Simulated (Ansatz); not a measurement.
Ansatz input

```yaml
crystal:
  lattice:
    - [4.1859299357, 0.0, 0.0]
    - [-2.0929649679, 3.6251216628, 0.0]
    - [0.0, 0.0, 2.2551119366]
  atoms:
    - { symbol: Cr, position: [0.0, 0.0, 0.0], spin: 1.5 }
    - { symbol: Cr, position: [0.3333333333, 0.6666666667, 0.5], spin: 1.5 }
    - { symbol: Cr, position: [0.6666666667, 0.3333333333, 0.5], spin: 1.5 }
hamiltonian:
  xc: pbesol
  pseudopotentials:
    kind: paw
    azcp:
      Cr: "pseudopotentials/Cr.paw.azcp"
basis:
  ecutwfc: 420
  fft_grid_basis: typed
kpoints:
  mp_grid: { grid: [10, 10, 16], shift: [0, 0, 0] }
magnetization:
  spin_polarized: true
scf:
  occupations: { method: fermi_dirac, width: 0.05 }
  lower_state_search: "off"
output:
  stress: true
  write_density: true
  write_potential: true
  elf: true
  volumetric_format: npy
```

Terminal output

```
Warning: the record states the generating functional pbe (its physics header spells it `PBE`), which answers neither for hamiltonian.xc's functional nor for the pbesol family's — results may be inconsistent (PPs are generated against a specific XC)
Engine: ansatz 0.2.0, x86_64-unknown-linux-gnu
Pseudopotentials: kind: paw
Pseudopotential: Cr, paw, valence charge 14, recommended cutoff 420 eV (normal) 
Functional definition: PBEsol
  exchange = pbesol_x
  correlation = pbesol_c
Crystal: 3 atoms, lattice volume = 34.220 Å³
Basis set: ecut = 420 eV, 661 PW (Γ)
Bands: 28, of which v1, the nominal top of the filled ones, is band 21 counted from 1 (20 counted from 0)
Symmetry: 24 space group operations
Space group: P6/mmm (ITA 191), of the structure as read, at distance tolerance 3.2e-5 Å
Magnetic group: BNS 191.233 (UNI 1463), of the structure as read, at distance tolerance 3.2e-5 Å
k-points: 126 of 1600
Non-local potential: Cr, projectors of the file, l = 0: 3, l = 1: 2, l = 2: 3, l = 3: 1
PAW form: soft (Blöchl's): semilocal exchange-correlation on the pseudo side does not see the compensation charge
PAW frozen core: Cr, regenerated for the run's functional, and the local potential with it (the file was generated under x = pbe(κ = 0.804, μ = 0.2195149727645171), c = pbe(β = 0.06672455060314922))
PAW one-centre angular grid: Cr, 590 points (default); XC on 64 Gauss nodes
Initial density: superposition of atomic densities (chi_scale 0.1, normalization cell)
Starting moments: Σ|m| = 4.5 μB on 3 of 3 sites
Initial wavefunctions: pseudopotential atomic-orbital guess
Functional: x = pbesol(κ = 0.804, μ = 0.12345679012345678), c = pbesol(β = 0.046)
SCF iter   1: F=—  HF=-10050.459715 eV  |F-HF|=—  |Δ(HF+E_count)|=         —  Δρ=2.13e-1 (↑2.13e-1 ↓5.82e-2)  dr2=1.57e1  dr2_m=3.21e0  M=1.725 μB ∫|m|=1.727 μB  β_m=0.30  ethr=3.10e-3  ⟨swp⟩=3.3  Hψ=22543  notcnv=0
SCF iter   2: F=—  HF=-10047.450154 eV  |F-HF|=—  |Δ(HF+E_count)|=    3.01e0  Δρ=1.27e-1 (↑1.27e-1 ↓4.27e-2)  dr2=4.65e0  dr2_m=1.57e0  M=1.663 μB ∫|m|=1.666 μB  β_m=0.30  ethr=3.10e-3  ⟨swp⟩=2.2  Hψ=15112  notcnv=0  defer=214
SCF iter   3: F=—  HF=-10046.432499 eV  |F-HF|=—  |Δ(HF+E_count)|=    1.02e0  Δρ=6.39e-2 (↑5.64e-2 ↓6.39e-2)  dr2=1.83e0  dr2_m=7.98e-1  M=1.576 μB ∫|m|=1.579 μB  β_m=0.30  ethr=3.10e-3  ⟨swp⟩=3.0  Hψ=15205  notcnv=0  defer=212
SCF iter   4: F=—  HF=-10046.436709 eV  |F-HF|=—  |Δ(HF+E_count)|=   4.21e-3  Δρ=4.63e-2 (↑4.07e-2 ↓4.63e-2)  dr2=7.57e-1  dr2_m=4.26e-1  M=1.539 μB ∫|m|=1.542 μB  β_m=0.30  ethr=3.10e-3  ⟨swp⟩=2.3  Hψ=10509  notcnv=0  defer=142
SCF iter   5: F=—  HF=-10046.401256 eV  |F-HF|=—  |Δ(HF+E_count)|=   3.55e-2  Δρ=3.72e-2 (↑3.72e-2 ↓2.87e-2)  dr2=4.45e-2  dr2_m=3.35e-1  M=1.336 μB ∫|m|=1.339 μB  β_m=0.30  ethr=1.80e-3  ⟨swp⟩=2.4  Hψ=10917  notcnv=0  defer=141
SCF iter   6: F=—  HF=-10046.430344 eV  |F-HF|=—  |Δ(HF+E_count)|=   2.91e-2  Δρ=2.74e-2 (↑2.54e-2 ↓2.74e-2)  dr2=1.59e-3  dr2_m=2.18e-1  M=1.231 μB ∫|m|=1.234 μB  β_m=0.30  ethr=1.06e-4  ⟨swp⟩=2.6  Hψ=12345  notcnv=0  defer=141
SCF iter   7: F=—  HF=-10046.461635 eV  |F-HF|=—  |Δ(HF+E_count)|=   3.13e-2  Δρ=2.24e-2 (↑2.18e-2 ↓2.24e-2)  dr2=1.61e-4  dr2_m=1.53e-1  M=1.125 μB ∫|m|=1.128 μB  β_m=0.30  ethr=3.78e-6  ⟨swp⟩=2.2  Hψ=14320  notcnv=0  defer=128
...
SCF 1 converged in 26 iterations: F = -10046.535791 eV  dr2 = 2.61e-10
SCF converged after 26 iterations
Magnetization: -0.0000 μB (21.0000 up, 21.0000 down)
Absolute magnetization: 0.0000 μB (∫|ρ↑−ρ↓|, with the PAW one-centre terms)
Spin contamination: 0.0000 ħ² per cell (⟨S²⟩ above its minimum at these occupations)
Per-site moments (μB) at R_I (Å): [(-3.6500204712372413e-6, 0.9302336738475), (-7.248553525208817e-6, 0.9302336738475), (-7.24855352506553e-6, 0.9302336738475)]
Free energy (F): -10046.535791 eV
Harris-Foulkes:  -10046.535791 eV  (|F-HF|=2.55e-10)
Internal energy: -10046.495035 eV  (E = F + TS)
E sigma→0 (E₀):  -10046.515413 eV
Entropy (-TS):   -0.040755 eV (-13.585 meV/atom)
Fermi energy:    19.505990 eV
--- Per-component energies (eV) ---
  E_band       = -420.041316
  E_kinetic    = 1034.796851
  E_local      = -3537.245599  (includes V_loc(G=0)·N_el)
  E_nonlocal   = 243.570044
  E_hartree    = 1547.721695
  E_xc         = -418.073194
  E_vxc        = -535.751307  (∫ρ·V_xc dr)
  E_paw        = -3503.776989  (= ΣΔE_a)
  E_vpaw       = -720.857086  (= ΣTr[D̂ρ^β])
  E_aug_tail   = 0.001181  (compensation charges beyond the density's cutoff)
  E_ewald      = -5413.969023
  E_core_change = 0.479999  (= ΣΔE_core)
  E_smearing   = -0.040755  (= −TS)
  E_closure    = 0.000000  (closes the sum)
  Σ components = -10046.535791   (vs F -10046.535791, Δ=0.00e0)
--- Stress (GPa, compression-positive) ---
       -0.309052      -0.000000       0.000000
        0.000000      -0.309052      -0.000000
        0.000000      -0.000000       0.834987
  P = ⅓ Tr σ = 0.0723 GPa (0.723 kbar)
--- Band table (eV; the first three rows and the last of 252) ---
  k-point 0 ↑: bands = ["-51.9792", "-51.8162", "-51.7012", "-23.4765", "-23.4765", "-23.4496", "-23.4496", "-22.8436", "-22.8436", "-22.7383", "-22.6030", "-22.5548", "11.6625", "15.6816", "17.1547", "17.2623", "17.2623", "17.3335", "17.3335", "17.5778", "19.1465", "19.1465", "20.9042", "20.9042", "20.9592", "20.9592", "22.3024", "22.3024"]
  k-point 1 ↑: bands = ["-51.9690", "-51.8087", "-51.6926", "-23.4693", "-23.4693", "-23.4400", "-23.4400", "-22.8413", "-22.8413", "-22.7910", "-22.6588", "-22.6065", "11.7992", "15.8299", "17.2112", "17.2112", "17.2982", "17.2982", "17.3474", "17.7259", "19.1579", "19.1579", "20.8126", "20.8126", "20.9131", "20.9131", "22.2015", "22.2015"]
  k-point 2 ↑: bands = ["-51.9399", "-51.7876", "-51.6683", "-23.4488", "-23.4488", "-23.4123", "-23.4123", "-22.9397", "-22.8350", "-22.8350", "-22.8165", "-22.7526", "12.1962", "16.2475", "17.0503", "17.0503", "17.1894", "17.1894", "17.9079", "18.1665", "19.1914", "19.1914", "20.5522", "20.5522", "20.8223", "20.8223", "21.9628", "21.9628"]
  k-point 125 ↓: bands = ["-51.6879", "-51.5665", "-51.5456", "-24.0780", "-23.9776", "-23.9461", "-23.2958", "-23.1506", "-23.1407", "-23.0842", "-23.0083", "-22.7433", "14.9224", "16.1746", "16.4753", "16.5739", "16.8368", "17.7652", "18.8733", "19.0586", "19.2611", "19.4816", "19.7165", "21.9498", "22.1060", "22.2656", "22.7962", "23.7100"]
```

Command:

```sh
ansatz run input.yaml --threads 2 --pin off --max-ram 5120MiB --backend cpu --events-out ev --progress --plain --runs-dir out
```

On 2 threads of Intel(R) Xeon(R) 6975P-C (Granite Rapids) (shared host) this took about 16 s of wall time and 29 s of CPU time.
